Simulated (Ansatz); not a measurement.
Geometry optimisation in Ansatz: input, command and trajectory.

```yaml
crystal:
  lattice:
    - [-2.3882416917, 2.3882416917, 7.5730381383]
    - [2.3882416917, -2.3882416917, 7.5730381383]
    - [2.3882416917, 2.3882416917, -7.5730381383]
  atoms:
    - { symbol: Ba, position: [0.6417385125, 0.6417385125, 0.0] }
    - { symbol: Ba, position: [0.3582614875, 0.3582614875, 0.0] }
    - { symbol: Zr, position: [0.0, 0.0, 0.0] }
    - { symbol: S, position: [0.5, 0.0, 0.5] }
    - { symbol: S, position: [0.0, 0.5, 0.5] }
    - { symbol: S, position: [0.8340635312, 0.8340635312, 0.0] }
    - { symbol: S, position: [0.1659364688, 0.1659364688, 0.0] }
basis:
  ecutwfc: 500
kpoints:
  mp_grid: { grid: [8, 8, 8] }
hamiltonian:
  xc: r2scan
scf:
  occupations: { method: gaussian, width: 0.02 }
output:
  forces: true
  stress: true
  eigenvalues: true
relax:
  adjacent_minimum: "off"
  f_tol: 0.01
  max_steps: 30
  cell: { stress_tol: 0.1, fix: [volume] }
```

```bash
ansatz run input.yaml --threads 2 --pin off --max-ram 5120MiB --backend cpu --events-out ev --progress --plain --runs-dir out
```

All numbers below come from DFT r2SCAN, scalar-relativistic, plane waves, PAW in Ansatz 0.2.0.

The volume is held at 0.88 times that of the relaxed cell.

Of 4 frames 3 are shown, positions in Å and forces in eV/Å; the SCF threshold varies from step to step. Steps run on the plane waves of an earlier cell, with a Pulay correction in the pressure. The basis is chosen afresh for the last frame, the zero of the energies, and at times for earlier ones too; energy and pressure step there, also at an unchanged geometry. The mark taken_back stands on steps that the optimiser undid.

```xyz
7
Lattice="-2.3882 2.3882 7.5730 2.3882 -2.3882 7.5730 2.3882 2.3882 -7.5730" Properties=species:S:1:pos:R:3:forces:R:3 pbc="T T T" step=1 free_energy_over_end_meV_per_atom=0.35 pressure_GPa=10.31
Ba    0.0000    0.0000    9.7198    0.0000    0.0000   -0.0063
Ba    0.0000    0.0000    5.4263    0.0000    0.0000    0.0063
Zr    0.0000    0.0000    0.0000    0.0000    0.0000    0.0000
S     0.0000    2.3882    0.0000    0.0000    0.0000    0.0000
S     2.3882    0.0000    0.0000    0.0000    0.0000    0.0000
S     0.0000    0.0000   12.6328    0.0000    0.0000   -0.1947
S     0.0000    0.0000    2.5133    0.0000    0.0000    0.1947
7
Lattice="-2.3897 2.3897 7.5639 2.3897 -2.3897 7.5639 2.3897 2.3897 -7.5639" Properties=species:S:1:pos:R:3:forces:R:3 pbc="T T T" step=2 free_energy_over_end_meV_per_atom=0.55 pressure_GPa=10.02 taken_back
Ba    0.0000    0.0000    9.6941    0.0000    0.0000    0.0758
Ba    0.0000    0.0000    5.4337    0.0000    0.0000   -0.0758
Zr    0.0000    0.0000    0.0000    0.0000    0.0000    0.0000
S     0.0000    2.3897    0.0000    0.0000    0.0000    0.0000
S     2.3897    0.0000    0.0000    0.0000    0.0000    0.0000
S     0.0000    0.0000   12.5895    0.0000    0.0000    0.2052
S     0.0000    0.0000    2.5382    0.0000    0.0000   -0.2052
7
Lattice="-2.3886 2.3886 7.5711 2.3886 -2.3886 7.5711 2.3886 2.3886 -7.5711" Properties=species:S:1:pos:R:3:forces:R:3 pbc="T T T" step=4 free_energy_over_end_meV_per_atom=0.00 pressure_GPa=10.17
Ba    0.0000    0.0000    9.7143    0.0000    0.0000    0.0000
Ba    0.0000    0.0000    5.4279    0.0000    0.0000    0.0000
Zr    0.0000    0.0000    0.0000    0.0000    0.0000    0.0000
S     0.0000    2.3886    0.0000    0.0000    0.0000    0.0000
S     2.3886    0.0000    0.0000    0.0000    0.0000    0.0000
S     0.0000    0.0000   12.6166    0.0000    0.0000    0.0013
S     0.0000    0.0000    2.5255    0.0000    0.0000   -0.0013
```

The run took 45 s on 2 threads of Intel(R) Xeon(R) 6975P-C (Granite Rapids), on a shared host, peak memory 1 GiB.